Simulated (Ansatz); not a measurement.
Data:

Sc$_{3}$Si$_{5}$:
```xyz
16
Lattice="6.3525 0.0000 0.0000 -3.1762 5.5014 0.0000 0.0000 0.0000 7.8030" Properties=species:S:1:pos:R:3 pbc="T T T"
Sc    -2.1334     3.6951     0.0000
Si    -0.8295     2.2235     1.9507
Sc     4.2667     0.0000     0.0000
Si     0.0000     0.0000     1.9507
Si     1.6654     3.6713     1.9507
Sc     1.0429     1.8063     0.0000
Si     3.1762     1.8338     1.9507
Si    -0.8359     5.1080     1.9507
Sc    -2.1334     3.6951     3.9015
Si     0.0000     3.6676     5.8522
Si     4.8417     1.8301     5.8522
Sc     4.2667     0.0000     3.9015
Si     0.0000     0.0000     5.8522
Si     2.3468     3.2780     5.8522
Sc     1.0429     1.8063     3.9015
Si     2.3403     0.3934     5.8522
```

This is the r²SCAN-relaxed structure.

All from r²SCAN in the plane-wave PAW code Ansatz, unless another level is named. Predict the electronic character.

metallic (no gap).

Give the formation energy from the elements (no fitted shifts).

-0.64 eV/atom.

What about the density of states at the Fermi level?

0.25 states/eV per atom (mean over ±0.08 eV).

Space group P-62c. The start of the workflow was typed in or built on a structure type; neither database checked (COD, Materials Project) lists it. Whether it is the stable phase at ambient conditions was not checked. The r²SCAN relaxation kept the symmetry of its start; its stability against distortions is not shown here. The run is not spin-polarised. The references are the lowest solids computed at this level, not always the standard phases.

Potentials: the earlier of the program's two PAW sets.
